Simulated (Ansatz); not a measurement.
Input:

SrTaNO2:
```cif
data_NO2SrTa
_chemical_formula_sum 'Sr1 Ta1 N1 O2'
_space_group_name_H-M_alt 'P 1'
_space_group_IT_number 1
_cell_length_a 3.96493
_cell_length_b 4.02225
_cell_length_c 3.99698
_cell_angle_alpha 90.000
_cell_angle_beta 90.000
_cell_angle_gamma 90.000
loop_
_space_group_symop_operation_xyz
  'x, y, z'
loop_
_atom_site_label
_atom_site_type_symbol
_atom_site_fract_x
_atom_site_fract_y
_atom_site_fract_z
_atom_site_occupancy
Sr1 Sr 0.00000 0.00000 0.02653 1
Ta1 Ta 0.50000 0.50000 0.51446 1
N1 N 0.50000 0.00000 0.47972 1
O1 O 0.00000 0.50000 0.48362 1
O2 O 0.50000 0.50000 0.99566 1
```

This is the LDA-relaxed structure.

Q: All from plane-wave PAW LDA (Ansatz code), unless another level is named. Give the bulk modulus (Birch–Murnaghan fit).

A: 205 GPa.

Q: And the highest zone-centre frequency (without LO–TO term)?

A: 645 cm⁻¹.

Space group Pmm2. The workflow started from a Materials Project entry (that database holds measured and hypothetical structures alike); the Crystallography Open Database copy checked does not list it. With N and O taken as one species the cell has the higher symmetry P4mm, so it may be an ordered model of a mixed-site phase. Its standing as an ambient phase is unchecked. The cell was relaxed with LDA under the symmetry of its start. At this level the phase is dynamically unstable (imaginary phonons). No spin polarisation was allowed. Spin–orbit coupling is left out wherever it is not named.

Potentials: the later of the program's two PAW sets.
